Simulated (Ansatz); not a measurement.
One crystal and one scan (energy against volume) at two levels, PBE (plane waves to 420 eV, PAW, scalar-relativistic; Ansatz, a program for electronic structure) and r2SCAN (plane waves to 500 eV, PAW, scalar-relativistic; Ansatz), each from its own relaxed cell and on its own mesh. The cell shown is that of PBE.

CuI (zinc blende)

```xyz
2
Lattice="0.0000 3.0389 3.0389 3.0389 0.0000 3.0389 3.0389 3.0389 0.0000" Properties=species:S:1:pos:R:3 pbc="T T T"
I      4.5584     4.5584     4.5584
Cu     0.0000     0.0000     0.0000
```

Equation-of-state scan: isotropic scaling of the cell above, V₀ being its volume. Symmetry pins the atoms to their sites.

Energies are smeared free energies. CuI is run without spin polarisation. CuI was relaxed with its symmetry unable to fall. Spin-orbit coupling is left out, though I is heavy. The PAW data are Ansatz's earlier set. Percentages come from the unrounded values. Both scans cover V/V₀ from 0.900 to 1.100.

Results of PBE:

```
Item                                                       Value
---------------------------------------------------------  -----
Lattice constant a (Å)                                     6.078
Band gap of the relaxed cell, no spin-orbit coupling (eV)   1.10
Pressure at the smallest volume (GPa)                       5.42
Energy cost of the largest compression (meV/atom)           42.6
Energy cost of the largest expansion (meV/atom)             28.1
Bulk modulus B₀ (third-order Birch-Murnaghan fit) (GPa)     39.1
Pressure for 5 % compression (fit) (GPa)                     2.3
```

Task: Estimate the r2SCAN values.

Result: 
| quantity | r2SCAN | PBE − r2SCAN |
|---|---|---|
| Lattice constant a (Å) | 6.021 | +0.057 (+0.9 %) |
| Band gap of the relaxed cell, no spin-orbit coupling (eV) | 1.67 | -0.57 (-34 %) |
| Pressure at the smallest volume (GPa) | 6.05 | -0.63 (-10 %) |
| Energy cost of the largest compression (meV/atom) | 46.2 | -3.6 (-7.9 %) |
| Energy cost of the largest expansion (meV/atom) | 30.7 | -2.6 (-8.6 %) |
| Bulk modulus B₀ (third-order Birch-Murnaghan fit) (GPa) | 43.8 | -4.7 (-11 %) |
| Pressure for 5 % compression (fit) (GPa) | 2.6 | -0.3 (-11 %) |

PBE gives the higher value for: lattice constant a. PBE gives the lower value for: band gap of the relaxed cell, no spin-orbit coupling; pressure at the smallest volume; energy cost of the largest compression; energy cost of the largest expansion; bulk modulus B₀; pressure for 5 % compression. For the lattice constant a the reference is 6.053 Å (measured, room temperature or unstated; as given in arXiv:2305.18931): it holds thermal shifts, so no verdict is drawn. For the bulk modulus B₀ the reference is 36.6 GPa (measured, room temperature or unstated; as given in Abhijith M. Gopakumar, M. K. Gupta, R. Mittal et al., Physical Chemistry Chemical Physics (2017), arXiv:1612.07068): it holds thermal shifts, so no verdict is drawn.  Neither level is exact: the differences show how much the result hangs on the functional.

(Under strain, the slope of the energy per volume gives the stress and its curvature an elastic modulus.)
